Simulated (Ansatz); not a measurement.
The start is a generated cell, MgAu placed in the AFLOW prototype AB_hP8_186_ab_ab (B5, as in SiC). The structure is fully relaxed (lattice and positions, P = 0) with PBE (plane waves to 420 eV, PAW, scalar-relativistic; Ansatz, a quantum-chemistry and plane-wave program). The first steps use a coarse 10×10×3 k-mesh.

Initial structure:
```yaml
crystal:
  lattice:
    - [3.67152, 0.00000, 0.00000]
    - [-1.83576, 3.17963, 0.00000]
    - [0.00000, 0.00000, 12.01961]
  atoms:
    - { symbol: Au, position: [0.00000, 0.00000, 0.00000] }
    - { symbol: Au, position: [0.00000, 0.00000, 0.50000] }
    - { symbol: Au, position: [0.66667, 0.33333, 0.75018] }
    - { symbol: Au, position: [0.33333, 0.66667, 0.25018] }
    - { symbol: Mg, position: [0.00000, 0.00000, 0.81216] }
    - { symbol: Mg, position: [0.00000, 0.00000, 0.31216] }
    - { symbol: Mg, position: [0.66667, 0.33333, 0.56329] }
    - { symbol: Mg, position: [0.33333, 0.66667, 0.06329] }
```

### Question
How large is the pressure on the unrelaxed cell, and of which sign?

### Answer
+49.1 GPa (positive: the cell is compressed).

### Question
By how much does the energy per atom fall from start to end?

### Answer
1.39 eV/atom.

### Question
How does the volume change?

### Answer
+27.6 %, from 17.54 to 22.39 Å³/atom.

### Question
Is the relaxed structure metallic? Give its gap.

### Answer
Zero (metallic).

The space group stays P6₃mc (No. 186) (the run could not lower it), with 8 atoms in the primitive cell. Final values are on a 12×12×5 k-mesh of the relaxed cell. No spin polarisation in the result.

The run could not lose the symmetry of its start: the end is stationary, and may be a saddle point rather than a minimum.

The relaxed structure here is a generated cell of MgAu: the first start was made by placing the elements on the sites of a structure type, and the end was not matched to a known phase here, so it may be hypothetical.
